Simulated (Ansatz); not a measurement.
ZrPbO₃ in space group Amm2 (No. 38; Zr on 2b, Pb on 2a, O on 4e, O on 2a) at seven volumes, plane-wave PAW r²SCAN (Ansatz code), shape and atoms relaxed at each. One row is withheld.

```tsv
V (Å³/atom)	P (GPa)
13.357	15.70
13.797	9.58
14.237	?
14.678	-0.01
15.118	-3.58
15.558	-6.34
15.999	-8.28
```

Question: Fit the shown pressures and predict the withheld one.

Answer: P = (3/2)B₀(x^(7/2) − x^(5/2))[1 + (3/4)(B′ − 4)(x − 1)] with x = (V₀/V)^(2/3). Least squares on the six rows gives V₀ = 14.673 Å³/atom, B₀ = 127 GPa, B′ = 6.06. At V = 14.237, x = 1.0203 and P = 4.20 GPa. The run itself gave 4.36 GPa.

The first step of the workflow began from a Materials Project structure, measured or hypothetical; the Crystallography Open Database files this formula in space group No. 38, but the cells were not matched. Whether it is the stable phase at ambient conditions was not checked. Symmetry was held in the r²SCAN relaxation; whether a distortion lowers the energy is not shown. No spin polarisation was allowed. Spin–orbit coupling is left out wherever it is not named.

Potentials: the later of the program's two PAW sets.
